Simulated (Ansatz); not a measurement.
The relaxed structure here is a generated cell of Be: the first start was made by placing the elements on the sites of a structure type, and the end was not matched to a known phase here, so it may be hypothetical. Known forms of Be include space group No. 194.

A relaxed cell of Be (P6/mmm (No. 191)), relaxed on a k-mesh at least as fine as the one used below. These are r2SCAN (plane waves to 500 eV, PAW, scalar-relativistic; Ansatz, an electronic-structure program) values and carry that method's errors. Γ-centred k-mesh 9×5×16 on the run's cell (coarser than for final values), Fermi–Dirac smearing 0.05 eV.

```yaml
crystal:
  lattice:
    - [4.29807, 0.00000, 0.00000]
    - [-4.29807, 7.44447, 0.00000]
    - [0.00000, 0.00000, 2.00773]
  atoms:
    - { symbol: Be, position: [0.50000, 0.00000, 0.50000] }
    - { symbol: Be, position: [0.50000, 0.50000, 0.50000] }
    - { symbol: Be, position: [0.50000, 0.25000, 0.50000] }
    - { symbol: Be, position: [0.50000, 0.75000, 0.50000] }
    - { symbol: Be, position: [0.00000, 0.25000, 0.50000] }
    - { symbol: Be, position: [0.00000, 0.75000, 0.50000] }
```

The atoms are displaced by (Å):

| atom | ux | uy | uz |
|---|---|---|---|
| Be1 | 0.012 | -0.002 | 0.125 |
| Be2 | -0.008 | 0.076 | 0.071 |
| Be3 | -0.168 | -0.009 | -0.036 |
| Be4 | -0.034 | 0.066 | 0.117 |
| Be5 | -0.110 | -0.055 | -0.092 |
| Be6 | -0.033 | 0.086 | 0.023 |

Task: What forces (eV/Å) and pressure result?

Result: 
| atom | Fx | Fy | Fz |
|---|---|---|---|
| Be1 | -0.35 | 0.34 | 0.53 |
| Be2 | -0.17 | -0.29 | 0.21 |
| Be3 | 0.47 | -0.09 | -0.12 |
| Be4 | 0.20 | -0.37 | 0.21 |
| Be5 | -0.01 | 0.55 | -0.48 |
| Be6 | -0.13 | -0.14 | -0.35 |

Pressure +0.4 GPa.

The undisplaced cell is probably no minimum: from this displacement the run went on to P6₃/mmc (No. 194), 0.94 eV/atom below it.

No spin polarisation in the result.
